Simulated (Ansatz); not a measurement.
A generator proposed this cell of HfSi4.

```
Hf Si
1.0
     0.00000    4.75088    4.75088
     4.75088    0.00000    4.75088
     4.75088    4.75088    0.00000
Hf Si
2 8
Direct
  0.00000 0.00000 0.00000
  0.25000 0.25000 0.25000
  0.37613 0.37613 0.37613
  0.37613 0.37613 0.87162
  0.37613 0.87162 0.37613
  0.87387 0.87387 0.37838
  0.87387 0.87387 0.87387
  0.87162 0.37613 0.37613
  0.87387 0.37838 0.87387
  0.37838 0.87387 0.87387
```

These are results of Ansatz 0.2.0, DFT PBE, scalar-relativistic, plane waves, PAW, not measurements. Plane waves to 420 eV, a k mesh through Γ of 4×4×4 on the computed 10-atom cell and Gaussian smearing (0.10 eV); no spin polarisation.

The zero of energy is the elements' standard structures at the same level; no fitted shifts are applied.

Question: Estimate its pressure, forces and energy as it stands.

Answer: The pressure is 24.7 GPa (it wants to expand), the largest force is 9.64 eV/Å, and the energy is +2.73 eV/atom against the elements. The shortest distance is 2.08 Å.

Question: How much does it gain on relaxing, and where does it end?

Answer: Relaxing gains about 2.2 eV/atom (the start's value is from the coarse mesh, so the gain is rough) in 11 ionic steps and ends at +0.52 eV/atom on the finer mesh. The symmetry stays Fd-3m (No. 227). The volume per atom shrinks by 3.0 %, from 21.4 to 20.8 Å³. The shortest distance goes from 2.08 Å (Hf–Si) to 2.39 Å (Si–Si). Conventional cell: a = 9.405 Å. Hf is surrounded by 4 Si at 2.61 Å; Si has 3 Si at 2.39 Å and 1 Hf at 2.61 Å.

The last run used an 8×8×8 mesh for its 10-atom cell and Gaussian smearing of 0.10 eV. Spin–orbit coupling, which can matter for Hf, is left out. The relaxation can't lower the symmetry of the start. Symmetry constrained the relaxation, so the result can be a saddle point. Another cell of HfSi4 relaxed alike, in Im-3m, lies 245 meV/atom lower, so this cell isn't the stable form at this level.
